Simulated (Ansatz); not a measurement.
SnS:
```
SnS
1.0
    0.00000     3.20934     3.20934
    3.20934     0.00000     3.20934
    3.20934     3.20934     0.00000
Sn S
1 1
Cartesian
  0.00000   0.00000   0.00000
  1.60467   1.60467   1.60467
```

Relaxed with PBEsol. Special points in fractions of this cell's reciprocal vectors: Γ (0.000, 0.000, 0.000); X (0.500, 0.000, 0.500); U (0.625, 0.250, 0.625); K (0.375, 0.375, 0.750); L (0.500, 0.500, 0.500); W (0.500, 0.250, 0.750).

List the band energies nearest the Fermi level at these points for PBEsol (plane waves, PAW; program Ansatz).

In eV from the Fermi level; about four levels below and three above (degenerate sets whole), none deeper than 8.9 eV; points with the same levels are listed once.

```json
[
 {"k": "Γ", "below": "-4.92 -2.57 -2.57 -2.57", "above": "1.73 1.73 1.73"},
 {"k": "X", "below": "-3.81 -3.81 -0.61 -0.04", "above": "4.63 4.63 5.41"},
 {"k": "U", "below": "-7.51 -4.30 -3.59 -0.47", "above": "1.21 3.63 3.90"},
 {"k": "L", "below": "-7.30 -3.08 -3.08 -2.14", "above": "2.44 2.44 3.23"},
 {"k": "W", "below": "-7.52 -4.13 -4.05", "above": "0.06 1.98 1.99"}
]
```

Space group F-43m (zinc blende). The first step of the workflow began from a Materials Project structure, measured or hypothetical; the Crystallography Open Database copy checked does not list it. It is not the phase usual at ambient conditions (space group No. 62). Symmetry was held in the PBEsol relaxation. At this level the phase is mechanically unstable. Scalar-relativistic: spin–orbit coupling is off unless named, which matters more the heavier the elements.

Potentials: the later of the program's two PAW sets.
